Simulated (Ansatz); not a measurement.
**Relaxing a structure of Nb**

The start is a randomly generated symmetric cell of Nb (space group No. 139). The cell and all atomic positions are relaxed at zero pressure with PBE (plane waves to 420 eV, PAW, scalar-relativistic; Ansatz, a first-principles code). First-step values are on the input's coarse k-mesh.

Ansatz input (later rounds restart from its end on a renewed k-mesh):
Ansatz 0.2 input:
```yaml
crystal:
  lattice:
    - [-1.8604498, 1.8604498, 1.5368996]
    - [1.8604498, -1.8604498, 1.5368996]
    - [1.8604498, 1.8604498, -1.5368996]
  atoms:
    - { symbol: Nb, position: [0.5, 0.5, 0] }
basis: { ecutwfc: 420, ecutrho_ratio: 4, xc_grid: 2, fft_grid_basis: typed }
kpoints: { mp_grid: { grid: [14, 14, 14] } }
hamiltonian:
  xc: pbe
  dispersion: none
  pseudopotentials: { azcp: { folder: ./paw }, kind: paw }
scf: { occupations: { method: fermi_dirac, width: 0.05 } }
relax: { f_tol: 0.01, max_steps: 100, cell: { stress_tol: 0.02 } }
output: { forces: true, stress: true }
```

Q: How large is the pressure on the unrelaxed cell, and of which sign?

A: -17.8 GPa (negative: the cell is under tension).

Q: What symmetry does the relaxed structure have?

A: The space group goes from I4/mmm (No. 139) to Im-3m (No. 229); the end is bcc (W type), with 1 atom in the primitive cell.

Q: By how much does the energy per atom fall from start to end?

A: 0.31 eV/atom.

Q: How does the volume per atom move from start to end?

A: -14.8 %, from 21.28 to 18.13 Å³/atom.

Q: How do the shortest distances between atoms change?

A: The closest pairs of elements (up to four, under 3.6 Å), start → end: Nb–Nb 3.05 → 2.87 Å.

Q: Write out the relaxed structure.

A: 
Space group Im-3m (No. 229); a = b = c = 3.3096 Å, α = β = γ = 90.00°

```
atom  site  symmetry       x       y       z
----  ----  --------  ------  ------  ------
Nb      2a      m-3m  0.0000  0.0000  0.0000
```
(The calculation used a cell of 1 atom; values per cell refer to that cell.)

Final values are on a 20×20×20 k-mesh of the relaxed cell. No spin polarisation in the result.

The run could not lose the symmetry of its start; a randomly shaken copy of 2 atoms returns to this structure.
